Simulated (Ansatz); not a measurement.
CdSe2:
```cif
data_Cd4Se8
_chemical_formula_sum 'Cd4 Se8'
_space_group_name_H-M_alt 'Pa-3'
_space_group_IT_number 205
_space_group_name_Hall '-P 2ac 2ab 3'
_cell_length_a 6.67944
_cell_length_b 6.67944
_cell_length_c 6.67944
_cell_angle_alpha 90.000
_cell_angle_beta 90.000
_cell_angle_gamma 90.000
loop_
_atom_site_label
_atom_site_type_symbol
_atom_site_symmetry_multiplicity
_atom_site_Wyckoff_symbol
_atom_site_fract_x
_atom_site_fract_y
_atom_site_fract_z
_atom_site_occupancy
Cd1 Cd 4 a 0.00000 0.00000 0.00000 1
Se1 Se 8 c 0.39752 0.39752 0.39752 1
```

Relaxed with r²SCAN. 

Task: HSE06 on this cell (Ansatz, an electronic-structure program, PAW) gives a gap of 1.48 eV. What does r²SCAN give?

Result: 1.02 eV.

Cost on shared cores: the r²SCAN run (SCF on a 4×4×4 mesh, then bands and DOS) very roughly 11 core-minutes, the HSE06 run (SCF on 3×3×3, then a few points) around 17 core-minutes (rough); the tasks are unlike.

The first step of the workflow began from a Materials Project structure, measured or hypothetical; the Crystallography Open Database copy checked does not list it. Whether it is the stable phase at ambient conditions was not checked. Symmetry was held in the r²SCAN relaxation; whether a distortion lowers the energy is not shown. Scalar-relativistic: spin–orbit coupling is off unless named, which matters more the heavier the elements.

Potentials: the later of the program's two PAW sets.

Ansatz is a plane-wave DFT program.
